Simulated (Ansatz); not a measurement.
The start is a generated cell, CsSnI3 placed in the AFLOW prototype AB3C_hR10_148_c_f_c (as in TiFeO3). The structure is fully relaxed (lattice and positions, P = 0) with PBE (plane waves to 420 eV, PAW, scalar-relativistic; Ansatz, a quantum-chemistry and plane-wave program). The first steps use a coarse 4×4×4 k-mesh.

Input geometry:
```yaml
crystal:
  lattice:
    - [4.20801, 2.42950, 7.76563]
    - [-4.20801, 2.42950, 7.76563]
    - [0.00000, -4.85899, 7.76563]
  atoms:
    - { symbol: Sn, position: [0.35537, 0.35537, 0.35537] }
    - { symbol: Sn, position: [0.64463, 0.64463, 0.64463] }
    - { symbol: I, position: [0.22174, 0.56249, 0.95095] }
    - { symbol: I, position: [0.95095, 0.22174, 0.56249] }
    - { symbol: I, position: [0.56249, 0.95095, 0.22174] }
    - { symbol: I, position: [0.77826, 0.43751, 0.04905] }
    - { symbol: I, position: [0.04905, 0.77826, 0.43751] }
    - { symbol: I, position: [0.43751, 0.04905, 0.77826] }
    - { symbol: Cs, position: [0.14640, 0.14640, 0.14640] }
    - { symbol: Cs, position: [0.85360, 0.85360, 0.85360] }
```

**Question.** Which atoms feel the largest initial force, and how large is it?

**Answer.** 2.53 eV/Å, on I3, I4, I5, I6, I7, I8 (atoms numbered as listed).

**Question.** How do the shortest distances between atoms change?

**Answer.** The closest pairs of elements (up to four, under 3.6 Å), start → end: I–Sn 3.44 → 3.08 Å; Cs–I 3.10 → 3.83 Å.

**Question.** Is the relaxed structure metallic? Give its gap.

**Answer.** 2.63 eV, indirect (valence top at F, conduction bottom at T) (no spin-orbit coupling).

The space group stays R-3 (No. 148) (the run could not lower it); the end is AFLOW prototype AB3C_hR10_148_c_f_c (as in TiFeO3), with 10 atoms in the primitive cell. Final values are on a 5×5×5 k-mesh of the relaxed cell. No spin polarisation in the result. Without spin-orbit coupling the bands of the heavy element are not split, so the gap can be far off.

The run could not lose the symmetry of its start: the end is stationary, and may be a saddle point rather than a minimum.

The relaxed structure here is a generated cell of CsSnI3: the first start was made by placing the elements on the sites of a structure type, and the end was not matched to a known phase here, so it may be hypothetical. Known forms of CsSnI3 include space group No. 62, 221.
